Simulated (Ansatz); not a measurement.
N:
```xyz
8
Lattice="5.6613 0.0000 0.0000 0.0000 5.6613 0.0000 0.0000 0.0000 5.6613" Properties=species:S:1:pos:R:3 pbc="T T T"
N      0.3180     0.3180     0.3180
N      5.3433     5.3433     5.3433
N      2.5127     5.3433     3.1486
N      3.1486     0.3180     2.5127
N      3.1486     2.5127     5.3433
N      2.5127     3.1486     0.3180
N      5.3433     3.1486     2.5127
N      0.3180     2.5127     3.1486
```

Relaxed with PBE+D3(BJ). Special points in fractions of this cell's reciprocal vectors: Γ (0.000, 0.000, 0.000); X (0.000, 0.500, 0.000); M (0.500, 0.500, 0.000); R (0.500, 0.500, 0.500); X1 (0.500, 0.000, 0.000).

List the band energies nearest the valence-band maximum at these points for the program Ansatz at the PBE+D3(BJ) level (PAW).

In eV from the valence-band maximum; about four levels below and three above (degenerate sets whole), none deeper than 8.9 eV; points with the same levels are listed once.

```json
[
 {"k": "Γ", "below": "-0.87 -0.02 -0.02 -0.02", "above": "7.41 7.41 7.41"},
 {"k": "X", "below": "-0.30 -0.30 0.00 0.00", "above": "7.66 7.66 8.01 8.01"},
 {"k": "M", "below": "-0.15 -0.15 -0.15 -0.15", "above": "8.01 8.01 8.01 8.01"},
 {"k": "R", "below": "-0.22 -0.22 -0.22 -0.22", "above": "8.01 8.01 8.01 8.01"}
]
```

Space group Pa-3 (α-N2). Symmetry was held in the PBE+D3(BJ) relaxation. The substance is a gas or liquid at ambient conditions; this is its low-temperature solid.

Potentials: the later of the program's two PAW sets.
